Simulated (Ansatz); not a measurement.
GeRh:
```
CELL_PARAMETERS angstrom
      5.34573     0.00000     0.00000
     -2.67286     4.62954     0.00000
      0.00000     0.00000     3.95028
ATOMIC_POSITIONS crystal
  Rh 0.50000 0.00000 0.00000
  Rh 0.50000 0.50000 0.00000
  Rh 0.00000 0.50000 0.00000
  Ge 0.00000 0.00000 0.00000
  Ge 0.33333 0.66667 0.50000
  Ge 0.66667 0.33333 0.50000
```

Relaxed with PBEsol. Special points in fractions of this cell's reciprocal vectors: Γ (0.000, 0.000, 0.000); M (0.500, 0.000, 0.000); K (0.333, 0.333, 0.000); A (0.000, 0.000, 0.500); L (0.500, 0.000, 0.500); H (0.333, 0.333, 0.500).

Question: List the band energies nearest the Fermi level at these points for the program Ansatz at the PBEsol with spin–orbit coupling level (PAW).

Answer: In eV from the Fermi level; about four levels below and three above (degenerate sets whole), none deeper than 8.9 eV; points with the same levels are listed once.

| k | below | above |
|---|---|---|
| Γ | -1.02 -1.02 -1.02 -1.02 -0.06 -0.06 | 0.89 0.89 2.47 2.47 |
| M | -1.31 -1.31 -1.09 -1.09 | 0.73 0.73 1.30 1.30 |
| K | -1.70 -1.70 -0.67 -0.67 | 0.91 0.91 1.00 1.00 |
| A | -1.04 -1.04 -0.93 -0.93 | 0.78 0.78 1.06 1.06 |
| L | -0.76 -0.76 -0.56 -0.56 | 0.26 0.26 1.99 1.99 |
| H | -0.69 -0.69 -0.56 -0.56 | 0.71 0.71 3.53 3.53 |

Space group P6/mmm. The cell is a constructed one: a structure type filled with these elements; neither database checked (COD, Materials Project) lists it. COD files the formula under space group No. 62. Its standing as an ambient phase is unchecked. The cell was relaxed with PBEsol under the symmetry of its start; its stability against distortions is not shown here. No spin polarisation was allowed.

Potentials: the earlier of the program's two PAW sets. The files were generated under PBE; for other functionals the program regenerates the frozen cores, and for LDA and PBEsol the local potential too.
